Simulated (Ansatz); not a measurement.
Bi$_{2}$HSe$_{3}$:
```yaml
crystal:
  lattice:
    - [2.03054, 1.17234, 10.39918]
    - [-2.03054, 1.17234, 10.39918]
    - [0.00000, -2.34467, 10.39918]
  atoms:
    - { symbol: Se, position: [0.00099, 0.00099, 0.00099] }
    - { symbol: Bi, position: [0.60482, 0.60482, 0.60482] }
    - { symbol: Bi, position: [0.39870, 0.39870, 0.39870] }
    - { symbol: Se, position: [0.21274, 0.21274, 0.21274] }
    - { symbol: Se, position: [0.78521, 0.78521, 0.78521] }
    - { symbol: H, position: [0.16320, 0.16320, 0.16320] }
```

Relaxed with PBE+D3(BJ). Special points in fractions of this cell's reciprocal vectors: Γ (0.000, 0.000, 0.000); T (0.500, 0.500, 0.500); H2 (0.825, 0.175, 0.500); H0 (0.500, -0.175, 0.175); L (0.500, 0.000, 0.000); S0 (0.338, -0.338, 0.000); S2 (0.662, 0.000, 0.338); F (0.500, 0.000, 0.500).

### Question
List the band energies nearest the Fermi level at these points for PBE+D3(BJ) in the plane-wave PAW code Ansatz.

### Answer
In eV from the Fermi level; about four levels below and three above (degenerate sets whole), none deeper than 8.9 eV; points with the same levels are listed once.

```tsv
k	below	above
Γ	-1.68 -1.68 -1.16 -0.19	0.97 0.97 1.69
T	-1.95 -1.95 -1.83 -1.83 -1.72	0.24 1.14 1.14
H2	-2.87 -2.41 -1.90 -0.14	0.61 1.50 2.56
L	-3.21 -1.93 -1.78 -0.46	1.01 1.32 1.95
S0	-2.75 -2.56 -1.89 -0.12	0.69 1.42 2.69
F	-2.79 -2.25 -2.24 -0.54	1.01 1.44 1.76
```

Space group R3m. The start of the workflow was typed in or built on a structure type; neither database checked (COD, Materials Project) lists it. Whether it is the stable phase at ambient conditions was not checked. Symmetry was held in the PBE+D3(BJ) relaxation; whether a distortion lowers the energy is not shown. With an odd number of electrons in the cell and no spin polarisation, the count alone makes it a metal. Scalar-relativistic: spin–orbit coupling is off unless named, which matters more the heavier the elements.

Potentials: the earlier of the program's two PAW sets.
